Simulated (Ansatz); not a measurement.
The relaxed structure here is a generated cell of TaSi2: the first start was made by a random draw of sites in a space group, and the end was not matched to a known phase here, so it may be hypothetical. Known forms of TaSi2 include space group No. 181.

The end point of a relaxation of TaSi$_{2}$. The numbers are results of PBE (plane waves to 420 eV, PAW, scalar-relativistic; Ansatz, a first-principles code), not measurements.

```cif
data_Si2Ta
_chemical_formula_sum 'Si2 Ta1'
_space_group_name_H-M_alt 'P 1'
_space_group_IT_number 1
_cell_length_a 3.24394
_cell_length_b 3.24394
_cell_length_c 5.14641
_cell_angle_alpha 90.000
_cell_angle_beta 90.000
_cell_angle_gamma 90.000
loop_
_space_group_symop_operation_xyz
  'x, y, z'
loop_
_atom_site_label
_atom_site_type_symbol
_atom_site_fract_x
_atom_site_fract_y
_atom_site_fract_z
_atom_site_occupancy
Si1 Si 0.00000 0.00000 0.53656 1
Si2 Si 0.50000 0.50000 0.28555 1
Ta1 Ta 0.50000 0.50000 0.78543 1
```

Determine the symmetry and give the standard cell with its independent sites.

Space group P4mm (No. 99); a = b = 3.244 Å, c = 5.146 Å, α = β = γ = 90.00°

| atom | site | symmetry | x | y | z |
|---|---|---|---|---|---|
| Si | 1a | 4mm | 0.0000 | 0.0000 | 0.5366 |
| Si | 1b | 4mm | 0.5000 | 0.5000 | 0.2855 |
| Ta | 1b | 4mm | 0.5000 | 0.5000 | 0.7854 |

Give the shortest distances between elements (the closest pairs, up to four, under 3.6 Å).

Si–Ta 2.57 Å; Si–Si 2.63 Å; Ta–Ta 3.24 Å.

| Property | Result |
|---|---|
| Volume per atom | 18.05 Å³ |
| Band gap | no gap (metallic) |

No spin polarisation in the result. The relaxed primitive cell holds an odd number of electrons. A magnetic state may lie lower.

The run could not lose the symmetry of its start, so the end can be a saddle point.
